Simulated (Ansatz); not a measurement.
One crystal and one scan (frozen-phonon scan) at two levels, PBE (plane waves to 420 eV, PAW, scalar-relativistic; Ansatz, an electronic-structure program) and r2SCAN (plane waves to 500 eV, PAW, scalar-relativistic; Ansatz), each from its own relaxed cell and on its own mesh.

The crystal is ZnO (wurtzite); a phonon pattern at M = (0.5, 0.0, 0.0) is frozen into a 8-atom cell, Q being the largest atomic displacement.

ZnO was relaxed with its symmetry unable to fall.

```
quantity                                                                                  run 1  run 2
----------------------------------------------------------------------------------------  -----  -----
Lattice constant a (Å)                                                                    3.235  3.280
Lattice constant c (Å)                                                                    5.211  5.293
Relaxed volume (Å³/atom)                                                                  11.81  12.33
Band gap of the relaxed cell, no spin-orbit coupling (eV)                                  1.24   0.74
Harmonic wavenumber from the curvature (finite differences) (cm⁻¹ (negative: imaginary))    435    403
```

Problem. Which run is which level?

Solution. Run 2 is PBE, run 1 is r2SCAN. PBE gives the higher value for: lattice constant a; lattice constant c; relaxed volume. PBE gives the lower value for: band gap of the relaxed cell, no spin-orbit coupling; harmonic wavenumber from the curvature. Both give the same shape of the curve: a single well with its minimum at or next to zero displacement. Neither level is exact: the differences show how much the result hangs on the functional.

(For displaced atoms, the force is minus the slope of the energy, and its curvature is a force constant, which sets phonon frequencies.)
